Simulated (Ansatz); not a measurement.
Total density of states per atom from PBE in the plane-wave PAW code Ansatz, in 0.25 eV bins, energy from the valence-band maximum:

```csv
E (eV),states/eV/atom
-7.85,0.00
-7.60,0.00
-7.35,0.00
-7.10,0.00
-6.85,0.00
-6.60,0.00
-6.35,0.00
-6.10,0.00
-5.85,0.00
-5.60,0.00
-5.35,0.00
-5.10,0.00
-4.85,0.00
-4.60,0.00
-4.35,0.00
-4.10,0.00
-3.85,0.00
-3.60,0.00
-3.35,0.00
-3.10,0.00
-2.85,0.00
-2.60,0.00
-2.35,0.00
-2.10,0.00
-1.85,0.00
-1.60,0.00
-1.35,0.00
-1.10,0.20
-0.85,2.67
-0.60,1.51
-0.35,5.98
-0.10,1.64
0.15,0.00
0.40,0.00
0.65,0.00
0.90,0.00
1.15,0.00
1.40,0.00
1.65,0.00
1.90,0.00
2.15,0.00
2.40,0.00
2.65,0.00
2.90,0.00
3.15,0.00
3.40,0.00
3.65,0.00
3.90,0.00
4.15,0.00
4.40,0.01
4.65,0.04
4.90,0.07
5.15,0.09
5.40,0.12
5.65,0.16
5.90,0.23
6.15,0.53
6.40,0.84
6.65,1.16
6.90,1.25
7.15,0.97
7.40,1.08
7.65,1.15
7.90,0.53
8.15,0.56
8.40,1.02
8.65,1.50
8.90,2.21
9.15,2.24
```

Which compound is it?
A. KBr, rock salt
B. K2S, anti-fluorite
C. CdO, rock salt
D. HfN, rock salt

A, KBr, rock salt. Top 1 eV of the valence band: Br 4p 96 %. Bottom 1 eV of the conduction band: K 4s 74 %, Br 4s 17 %, Br 4p 6 %. Projections are on Löwdin-orthogonalised atomic valence shells; empty p or d shells of many metals are not among them.

Space group Fm-3m (rock salt). The cell was relaxed with PBE under the symmetry of its start; phonons on a q-mesh show no instability. Spin–orbit coupling is left out wherever it is not named.

Potentials: the later of the program's two PAW sets.
